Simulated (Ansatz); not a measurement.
**Stress against strain in AlRu**

```
CELL_PARAMETERS angstrom
2.99160 0.00000 0.00000
0.00000 2.99160 0.00000
0.00000 0.00000 2.99160
ATOMIC_POSITIONS crystal
Al 0.00000 0.00000 0.00000
Ru 0.50000 0.50000 0.50000
```

Atom numbers follow the list: Al1, Ru2.

The conventional cell has a = 2.992 Å, b = 2.992 Å, c = 2.992 Å, α = 90.00°, β = 90.00°, γ = 90.00°. Around Al (atom 1) lie 8 Ru at 2.59 Å. Ru (atom 2) has 8 Al at 2.59 Å as nearest neighbours.

The cell comes from COD entry 1527371, which wasn't checked; take it as a given geometry.

Spin polarisation is left out, and whether a magnetic state lies lower isn't shown here.

These are results of Ansatz 0.2.0, DFT, PBEsol, all-electron LAPW, scalar-relativistic, not measurements.

Settings: a Γ-centred 12×12×12 k mesh, Fermi–Dirac smearing of 0.05 eV, basis error target 1 meV/atom, no spin polarisation.

The strain is applied along the Cartesian axes of the cell as listed (the other components stay zero). Fractional coordinates are held (clamped ions).

σ is the change of stress from the unstrained cell, which is at -3.42 GPa; tension is positive, so slopes are stress–strain coefficients at that pressure. In a metal the k mesh adds noise.

Only quantities that a quadratic follows smoothly over the whole series are listed; rougher ones are left out.

| εzz | σzz (GPa) | σxx (GPa) |
| --- | --- | --- |
| -0.0200 | -6.92 | -3.08 |
| 0.0000 | 0.00 | 0.00 |
| 0.0100 | 3.11 | 1.40 |
| 0.0200 | 6.02 | 2.72 |

**Question.** Fit the series and read off the stiffness at zero strain.

**Answer.** Least-squares fits y = p0 + p1 x + p2 x² to the rows give σzz (GPa): p1 = 323, p2 = -1100; σxx (GPa): p1 = 145, p2 = -450. So C11 = 323 GPa and C12 = 145 GPa, which gives B = (C11 + 2 C12)/3 = 204 GPa.

**Question.** One run, at εzz = -0.0100, is withheld. Predict its row.

**Answer.** The fits give -3.35, -1.50; the run gave -3.34, -1.50.
